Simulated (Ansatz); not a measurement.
Computed with Ansatz 0.2.0, DFT PBE, scalar-relativistic, plane waves, PAW. Settings: cutoff 420 eV, Γ-centred meshes spaced at most about 0.3 Å⁻¹, and about 0.25 Å⁻¹ or finer for metals (2π included), Gaussian smearing. No spin polarisation in the final relaxations.

These are static total energies at zero pressure. All come from trial cells, and lower structures may exist.

Problem. Order these relaxed structures of In3PS3 by energy, lowest first, with the energy over the lowest of them.
A.

```xyz
7
Lattice="5.7990 0.0000 0.0000 -2.8995 5.0221 0.0000 0.0000 0.0000 5.4678" Properties=species:S:1:pos:R:3 pbc="T T T"
In    2.8995    0.0000    3.0438
In   -1.4498    2.5111    3.0438
In    1.4498    2.5111    3.0438
P     0.0000    0.0000    3.6382
S     2.8995    0.0000    0.3456
S    -1.4498    2.5111    0.3456
S     1.4498    2.5111    0.3456
```

B.

```xyz
7
Lattice="4.0995 -4.6235 0.0000 4.0995 4.6235 0.0000 -1.6032 0.0000 5.7884" Properties=species:S:1:pos:R:3 pbc="T T T"
In    1.8202    0.0000    3.3010
In    2.8965   -2.5450    2.6332
In    2.8965    2.5450    2.6332
P    -0.6551    0.0000    3.9480
S     3.8827    0.0000    0.3111
S     4.8313    1.7853    0.8991
S     4.8313   -1.7853    0.8991
```

Solution. B (0 meV/atom), A (396 meV/atom). Forms: B Cm; A P6mm. Counting P or S atoms around In (for each partner element, those within 1.25 times its shortest distance or 1.15 times the sum of covalent radii, where it is the nearest in units of that sum or under 1.3; a slash parts the counts of unlike sites): B has In 2/3; A has In 4. B holds S–S units of three or more atoms (shortest 2.11 Å); in A the shortest S–S distance is 2.90 Å.

Cells relaxed within their symmetry can be saddle points. The Cm cell of In3PS3 came from shaking the P6mm one. Some structure types and database cells were kept out of the candidates from the start, so a known form may be missing.
